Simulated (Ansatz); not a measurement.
Total density of states per atom from r²SCAN+D4 (plane waves, PAW; program Ansatz), in 0.25 eV bins, energy from the valence-band maximum:

```
E (eV) | states/eV/atom
    -6.20 |  0.00
    -5.95 | ######### 0.47
    -5.70 | ########### 0.60
    -5.45 | ############################ 1.47
    -5.20 | ############## 0.75
    -4.95 |  0.00
    -4.70 |  0.00
    -4.45 |  0.00
    -4.20 |  0.00
    -3.95 |  0.01
    -3.70 | ###################### 1.19
    -3.45 | #### 0.21
    -3.20 |  0.00
    -2.95 |  0.00
    -2.70 | # 0.08
    -2.45 | ############ 0.65
    -2.20 | ############ 0.67
    -1.95 | ########## 0.55
    -1.70 | ######## 0.40
    -1.45 |  0.00
    -1.20 | ## 0.10
    -0.95 | ############################## 1.60
    -0.70 | ##################### 1.12
    -0.45 |  0.00
    -0.20 | ############### 0.78
     0.05 | ############ 0.63
     0.30 |  0.00
     0.55 |  0.00
     0.80 |  0.00
     1.05 |  0.00
     1.30 |  0.00
     1.55 |  0.00
     1.80 |  0.00
     2.05 |  0.00
     2.30 |  0.00
     2.55 |  0.00
     2.80 |  0.00
     3.05 |  0.00
     3.30 |  0.00
     3.55 |  0.00
     3.80 |  0.00
     4.05 |  0.00
     4.30 |  0.00
     4.55 |  0.00
     4.80 |  0.00
     5.05 |  0.00
     5.30 |  0.00
     5.55 |  0.00
     5.80 |  0.00
     6.05 |  0.00
     6.30 |  0.00
     6.55 |  0.00
     6.80 |  0.00
     7.05 |  0.00
     7.30 |  0.00
     7.55 |  0.00
     7.80 |  0.00
     8.05 |  0.01
     8.30 |  0.02
     8.55 |  0.03
     8.80 | # 0.03
     9.05 | # 0.04
     9.30 | # 0.05
     9.55 | # 0.07
     9.80 | ## 0.09
    10.05 | ## 0.10
    10.30 | # 0.04
    10.55 | # 0.07
    10.80 | ##### 0.29
    11.05 | ## 0.10
    11.30 | ## 0.12
    11.55 | ##### 0.27
    11.80 | #### 0.19
```

**Question.** Pick the material that matches.
A. BN, P6_3/mmc (B on 2c, N on 2d)
B. HgIBr, Cmc2_1 (Hg on 4a, I on 4a, Br on 4a)
C. SiH8N2F6, Fm-3m (Si on 4a, H on 32f, N on 8c, F on 24e)
D. SnSe, Pnma (Sn on 4c, Se on 4c)

**Answer.** C, SiH8N2F6, Fm-3m (Si on 4a, H on 32f, N on 8c, F on 24e). Top 1 eV of the valence band: F 2p 98 %. Bottom 1 eV of the conduction band: H 1s 45 %, N 2s 21 %, Si 3s 11 %, F 2s 7 %, outside the projected shells 9 %. Projections are on Löwdin-orthogonalised atomic valence shells; empty p or d shells of many metals are not among them.

The start of the workflow was typed in or built on a structure type; neither database checked (COD, Materials Project) lists it. COD files the formula under space group No. 186, so this cell is another polymorph or a model. Its standing as an ambient phase is unchecked. The cell was relaxed with r²SCAN+D4 under the symmetry of its start; its stability against distortions is not shown here. The volume moved by -22 % from the start of the relaxation.

Potentials: the later of the program's two PAW sets.
